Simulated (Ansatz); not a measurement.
RuW (rock salt, Fm-3m), a = b = c = 5.100 Å, α = β = γ = 90.00°; the cell used has 2 atoms.

Relaxed with r²SCAN.

Q: Which orbitals make up the states near the Fermi level in plane-wave PAW r²SCAN (Ansatz code)?

A: Within 0.5 eV of the Fermi level: W 5d 53 %, Ru 4d 33 %, outside the projected shells 5 %. Projections are on Löwdin-orthogonalised atomic valence shells; empty p or d shells of many metals are not among them.

Q: Tabulate the density of states.

A: States/eV per cell of 2 atoms, in 0.25 eV bins, energy from the Fermi level.

```
E (eV)  total  Ru 4d  W 5d  W 6s
------  -----  -----  ----  ----
-7.85    0.13   0.00  0.00  0.07
-7.60    0.16   0.00  0.00  0.08
-7.35    0.20   0.01  0.01  0.10
-7.10    0.23   0.01  0.01  0.11
-6.85    0.27   0.02  0.02  0.13
-6.60    0.32   0.03  0.03  0.14
-6.35    0.66   0.19  0.17  0.16
-6.10    0.92   0.31  0.28  0.18
-5.85    1.21   0.45  0.40  0.20
-5.60    1.67   0.68  0.58  0.23
-5.35    2.55   1.13  0.90  0.31
-5.10    3.61   1.70  1.30  0.39
-4.85    3.46   1.76  1.22  0.30
-4.60    3.30   1.92  1.00  0.14
-4.35    2.19   1.30  0.75  0.06
-4.10    3.11   1.74  1.20  0.04
-3.85    2.63   1.41  1.07  0.02
-3.60    2.48   1.34  0.99  0.02
-3.35    2.07   1.28  0.67  0.02
-3.10    2.78   1.87  0.72  0.03
-2.85    2.67   1.76  0.71  0.04
-2.60    1.79   0.94  0.69  0.03
-2.35    2.31   1.07  1.05  0.06
-2.10    2.44   1.21  0.99  0.07
-1.85    1.87   1.24  0.50  0.02
-1.60    1.36   1.11  0.19  0.01
-1.35    2.56   1.76  0.65  0.07
-1.10    2.16   1.27  0.72  0.09
-0.85    1.17   0.48  0.54  0.06
-0.60    1.14   0.46  0.52  0.05
-0.35    1.26   0.49  0.58  0.05
-0.10    1.30   0.46  0.65  0.04
0.15     1.36   0.43  0.75  0.03
0.40     1.40   0.38  0.88  0.02
0.65     1.84   0.38  1.33  0.02
0.90     3.23   0.84  2.08  0.04
1.15     3.76   0.97  2.38  0.07
1.40     3.48   0.87  2.23  0.11
1.65     2.85   0.79  1.71  0.10
1.90     2.41   0.71  1.38  0.09
2.15     2.13   0.66  1.17  0.10
2.40     2.07   0.63  1.09  0.12
2.65     2.13   0.64  1.06  0.12
2.90     1.93   0.61  0.93  0.12
3.15     1.44   0.44  0.65  0.11
3.40     0.76   0.15  0.28  0.12
3.65     0.80   0.14  0.27  0.14
3.90     0.85   0.13  0.25  0.12
4.15     0.74   0.12  0.21  0.10
4.40     0.70   0.11  0.19  0.09
4.65     0.67   0.11  0.17  0.08
```

The start of the workflow was typed in or built on a structure type; neither database checked (COD, Materials Project) lists it. Its standing as an ambient phase is unchecked. Symmetry was held in the r²SCAN relaxation. At this level the phase is mechanically unstable. The run is not spin-polarised. Its formation energy is positive at this level, so the cell may be metastable or incomplete. Scalar-relativistic: spin–orbit coupling is off unless named, which matters more the heavier the elements.

Potentials: the earlier of the program's two PAW sets.
